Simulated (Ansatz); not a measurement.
Geometry optimisation in Ansatz: input, command and trajectory.

```yaml
crystal:
  lattice:
    - [0.0, 3.9114417737, 3.9114417737]
    - [3.9114417737, 0.0, 3.9114417737]
    - [3.9114417737, 3.9114417737, 0.0]
  atoms:
    - { symbol: In, position: [0.625, 0.625, 0.625] }
    - { symbol: In, position: [0.125, 0.625, 0.625] }
    - { symbol: In, position: [0.625, 0.625, 0.125] }
    - { symbol: In, position: [0.625, 0.125, 0.625] }
    - { symbol: Fe, position: [0.0, 0.0, 0.0], spin: 3.39 }
    - { symbol: Fe, position: [0.25, 0.25, 0.25], spin: 3.39 }
basis:
  ecutwfc: 420
kpoints:
  mp_grid: { grid: [4, 4, 4] }
hamiltonian:
  xc: pbe
scf:
  occupations: { method: gaussian, width: 0.1 }
  lower_state_search: "off"
output:
  forces: true
  stress: true
  eigenvalues: true
  populations: true
magnetization:
  spin_polarized: true
relax:
  adjacent_minimum: "off"
  f_tol: 0.04
  max_steps: 70
  cell: { stress_tol: 0.4 }
```

```bash
ansatz run input.yaml --threads 1 --pin off --max-ram 2560MiB --backend cpu --events-out ev --progress --plain --runs-dir out
```

Level of theory: Ansatz 0.2.0, DFT PBE, scalar-relativistic, plane waves, PAW.

Of 4 frames 4 are shown, positions in Å and forces in eV/Å; the SCF threshold varies from step to step. Steps run on the plane waves of an earlier cell, with a Pulay correction in the pressure. The basis is chosen afresh for the last frame, the zero of the energies, and at times for earlier ones too; energy and pressure step there, also at an unchanged geometry.

```xyz
6
Lattice="0.0000 3.9114 3.9114 3.9114 0.0000 3.9114 3.9114 3.9114 0.0000" Properties=species:S:1:pos:R:3:forces:R:3 pbc="T T T" step=1 free_energy_over_end_meV_per_atom=95.10 pressure_GPa=9.95
In    4.8893    4.8893    4.8893    0.0000    0.0000    0.0000
In    4.8893    2.9336    2.9336    0.0000    0.0000    0.0000
In    2.9336    2.9336    4.8893    0.0000    0.0000    0.0000
In    2.9336    4.8893    2.9336    0.0000    0.0000    0.0000
Fe    0.0000    0.0000    0.0000    0.0000    0.0000    0.0000
Fe    1.9557    1.9557    1.9557    0.0000    0.0000    0.0000
6
Lattice="0.0000 4.1021 4.1021 4.1021 0.0000 4.1021 4.1021 4.1021 0.0000" Properties=species:S:1:pos:R:3:forces:R:3 pbc="T T T" step=2 free_energy_over_end_meV_per_atom=2.01 pressure_GPa=0.68
In    5.1277    5.1277    5.1277    0.0000    0.0000    0.0000
In    5.1277    3.0766    3.0766    0.0000    0.0000    0.0000
In    3.0766    3.0766    5.1277    0.0000    0.0000    0.0000
In    3.0766    5.1277    3.0766    0.0000    0.0000    0.0000
Fe    0.0000    0.0000    0.0000    0.0000    0.0000    0.0000
Fe    2.0511    2.0511    2.0511    0.0000    0.0000    0.0000
6
Lattice="0.0000 4.1177 4.1177 4.1177 0.0000 4.1177 4.1177 4.1177 0.0000" Properties=species:S:1:pos:R:3:forces:R:3 pbc="T T T" step=3 free_energy_over_end_meV_per_atom=1.45 pressure_GPa=0.12
In    5.1472    5.1472    5.1472    0.0000    0.0000    0.0000
In    5.1472    3.0883    3.0883    0.0000    0.0000    0.0000
In    3.0883    3.0883    5.1472    0.0000    0.0000    0.0000
In    3.0883    5.1472    3.0883    0.0000    0.0000    0.0000
Fe    0.0000    0.0000    0.0000    0.0000    0.0000    0.0000
Fe    2.0589    2.0589    2.0589    0.0000    0.0000    0.0000
6
Lattice="0.0000 4.1177 4.1177 4.1177 0.0000 4.1177 4.1177 4.1177 0.0000" Properties=species:S:1:pos:R:3:forces:R:3 pbc="T T T" step=4 free_energy_over_end_meV_per_atom=0.00 pressure_GPa=0.19
In    5.1472    5.1472    5.1472    0.0000    0.0000    0.0000
In    5.1472    3.0883    3.0883    0.0000    0.0000    0.0000
In    3.0883    3.0883    5.1472    0.0000    0.0000    0.0000
In    3.0883    5.1472    3.0883    0.0000    0.0000    0.0000
Fe    0.0000    0.0000    0.0000    0.0000    0.0000    0.0000
Fe    2.0589    2.0589    2.0589    0.0000    0.0000    0.0000
```

The start puts this composition into another compound's structure type, which needn't suit it. At the end the space group is Fd-3m (tolerance 0.05 Å).

The run took 34 s on 1 thread of Arm Neoverse V2 (shared host), peak memory 0.48 GiB.

The k mesh is coarse. Only parallel moments were tried here.